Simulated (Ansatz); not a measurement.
LaPb$_{3}$ (Cu3Au type, Pm-3m) under volume change, plane-wave PAW r²SCAN (Ansatz code), scaled uniformly.

| V (Å³/atom) | E − E(relaxed) (meV/atom) | P (GPa) |
|---|---|---|
| 27.574 | 47.4 | 6.05 |
| 28.483 | ? | ? |
| 29.392 | 4.7 | 1.70 |
| 30.301 | 0.0 | 0.00 |
| 31.210 | 4.2 | -1.44 |
| 32.119 | 15.9 | -2.66 |
| 33.028 | ? | ? |

Problem. Some entries are withheld; supply them.

Solution. 
- 33.028, E − E(relaxed) (meV/atom): 34.0
- 33.028, P (GPa): -3.69
- 28.483, E − E(relaxed) (meV/atom): 19.9
- 28.483, P (GPa): 3.70

Problem. What does a third-order Birch–Murnaghan fit give for V₀, B₀ and B′?

Solution. V₀ = 30.30 Å³/atom, B₀ = 52.0 GPa, B′ = 4.5.

The workflow started from an entry of the Crystallography Open Database (COD). Whether it is the stable phase at ambient conditions was not checked. The cell was relaxed with r²SCAN under the symmetry of its start; whether a distortion lowers the energy is not shown. Spin–orbit coupling is left out wherever it is not named.

Potentials: the later of the program's two PAW sets.
